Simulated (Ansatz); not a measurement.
# Band table of Pd

```xyz
1
Lattice="-0.0194 1.9352 1.9352 1.9352 -0.0194 1.9352 1.9352 1.9352 -0.0194" Properties=species:S:1:pos:R:3 pbc="T T T"
Pd    0.0000    0.0000    0.0000
```

The cell is COD entry 9008478, as deposited and not checked against the literature; nothing was relaxed. The listed cell was then made from it by scaling, straining or moving an atom.

Spin polarisation is left out, and whether a magnetic state lies lower isn't shown here.

The calculation used DFT, PBEsol, all-electron LAPW, scalar-relativistic (Ansatz 0.2.0).

The runs use a Γ-centred 18×18×18 k mesh, Fermi–Dirac smearing of 0.05 eV, basis error target 0.25 meV/atom, no spin polarisation.

Path points, in fractions of the reciprocal vectors: Γ (0.000, 0.000, 0.000), T (0.500, 0.500, 0.500), H2 (0.253, 0.500, 0.747), H0 (-0.253, 0.253, 0.500), L (0.000, 0.000, 0.500), S0 (-0.376, 0.000, 0.376), S2 (0.000, 0.376, 0.624), F (0.000, 0.500, 0.500). Levels in eV from the Fermi level; bands 10 to 16, counted from the lowest band of the run. The gap is zero.

```
# k(1/Å) point b10 b11 b12 b13 b14 b15 b16
0.000 Γ -7.28 -2.93 -2.93 -2.78 -1.23 -1.23 16.92
0.283 - -6.91 -2.92 -2.79 -2.79 -1.30 -1.30 17.31
0.565 - -5.98 -3.07 -2.57 -2.57 -1.31 -1.31 16.48
0.848 - -5.30 -2.64 -2.64 -2.33 -0.86 -0.86 12.90
1.130 - -5.30 -2.85 -2.85 -0.35 -0.26 -0.26 9.37
1.413 T -5.37 -2.94 -2.94 0.00 0.00 1.03 7.49
1.638 - -5.20 -3.08 -2.78 -0.94 -0.03 2.19 7.48
1.863 - -4.74 -3.45 -2.34 -1.99 -0.10 3.91 7.48
2.088 - -4.18 -3.89 -2.76 -1.75 -0.13 5.77 7.63
2.313 - -4.24 -3.69 -3.23 -1.39 0.07 7.64 8.17
2.538 H2 -4.39 -3.47 -3.41 -1.34 0.29 8.81 8.86
2.770 - -4.51 -4.03 -2.70 -1.18 0.18 7.67 8.63
3.002 - -4.78 -4.23 -2.08 -0.96 -0.10 7.05 8.03
3.234 - -4.78 -4.23 -2.08 -0.96 -0.10 7.05 8.03
3.466 - -4.51 -4.03 -2.70 -1.18 0.18 7.67 8.63
3.698 H0 -4.39 -3.47 -3.41 -1.34 0.29 8.81 8.86
3.927 - -4.28 -3.66 -3.29 -1.33 0.10 7.63 7.99
4.157 - -4.15 -3.94 -2.86 -1.62 -0.14 5.72 7.38
4.386 - -4.73 -3.51 -2.21 -2.11 -0.11 3.82 7.20
4.616 - -5.20 -3.15 -2.67 -1.06 -0.03 2.07 7.19
4.846 L -5.39 -3.01 -2.83 -0.07 0.01 0.85 7.20
5.124 - -5.33 -2.93 -2.75 -0.49 -0.31 -0.24 9.04
5.403 - -5.35 -2.75 -2.57 -2.40 -0.83 -0.80 12.51
5.682 - -6.03 -3.14 -2.67 -2.49 -1.24 -1.24 16.04
5.961 - -6.93 -3.03 -2.82 -2.68 -1.28 -1.28 17.24
6.240 Γ -7.28 -2.93 -2.93 -2.78 -1.23 -1.23 16.92
6.582 - -6.75 -3.13 -2.75 -2.61 -1.42 -1.17 17.39
6.924 - -5.42 -3.48 -2.60 -2.19 -1.76 -0.51 16.14
7.266 - -4.16 -3.58 -3.00 -1.90 -1.52 1.37 13.25
7.608 - -4.19 -3.41 -3.10 -1.60 -0.78 4.31 10.36
7.950 S0 -4.83 -4.24 -1.97 -0.92 -0.16 6.97 7.94
8.151 - -4.62 -4.04 -2.44 -1.14 -0.11 7.24 7.65
8.351 - -4.28 -3.83 -3.06 -1.34 -0.01 7.13 7.75
8.551 - -4.28 -3.83 -3.06 -1.34 -0.01 7.13 7.75
8.751 - -4.62 -4.04 -2.44 -1.14 -0.11 7.24 7.65
8.951 S2 -4.83 -4.24 -1.97 -0.92 -0.16 6.97 7.94
9.064 - -5.02 -4.56 -1.47 -0.66 0.00 5.94 9.18
9.176 - -5.19 -4.83 -0.93 -0.42 0.12 4.99 10.24
9.289 - -5.33 -5.03 -0.38 -0.22 0.21 4.15 10.63
9.401 - -5.43 -5.14 -0.10 0.10 0.27 3.50 10.70
9.514 F -5.47 -5.17 -0.05 0.28 0.30 3.23 10.72
```
